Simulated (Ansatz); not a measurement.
The calculation used Ansatz, DFT PBE, scalar-relativistic, plane waves, PAW. Settings: cutoff 420 eV, Γ-centred meshes spaced at most about 0.3 Å⁻¹, and about 0.25 Å⁻¹ or finer for metals (2π included), Gaussian smearing. No spin polarisation in the final relaxations.

Temperature and zero-point effects are left out.

Two relaxed structures of TaGe3Ru:

A.

Space group P6/mmm (No. 191). a = 5.403 Å, b = 5.403 Å, c = 4.731 Å, α = 90.00°, β = 90.00°, γ = 120.00°
```csv
atom,site,symmetry,x,y,z
Ta,1b,6/mmm,0.0000,0.0000,0.5000
Ge,3f,mmm,0.5000,0.0000,0.0000
Ru,1a,6/mmm,0.0000,0.0000,0.0000
```

B.

Space group Pm-3m (No. 221). a = 4.693 Å, b = 4.693 Å, c = 4.693 Å, α = 90.00°, β = 90.00°, γ = 90.00°
```csv
atom,site,symmetry,x,y,z
Ta,1a,m-3m,0.0000,0.0000,0.0000
Ge,3c,4/mm.m,0.0000,0.5000,0.5000
Ru,1b,m-3m,0.5000,0.5000,0.5000
```

Problem. Which would you expect to be lower, and how large is the difference?

Solution. B is lower, by 78 meV/atom. A has space group P6/mmm (No. 191), 23.9 Å³/atom and no gap on its mesh; B has the antiperovskite type, space group Pm-3m (No. 221), 20.7 Å³/atom and no gap. Counting Ge atoms around Ru and Ta (those within 1.25 times the shortest such distance or 1.15 times the sum of covalent radii; the shortest distance is added where it is long for a bond), A has Ta 12 from 3.6 Å, Ru 6 and B has Ta 12, Ru 6. The denser one is the lower, and pressure would at first widen the difference. Even the lower one lies +1.00 eV/atom against the reference forms of the elements (uncorrected), so neither is stable at this level. Both come from invented guesses. A third cell relaxed alike, in P4mm, lies 0.81 eV/atom below the lower of the two.

These runs have no spin–orbit coupling, which can matter for Ta. Cells relaxed within their symmetry can be saddle points.
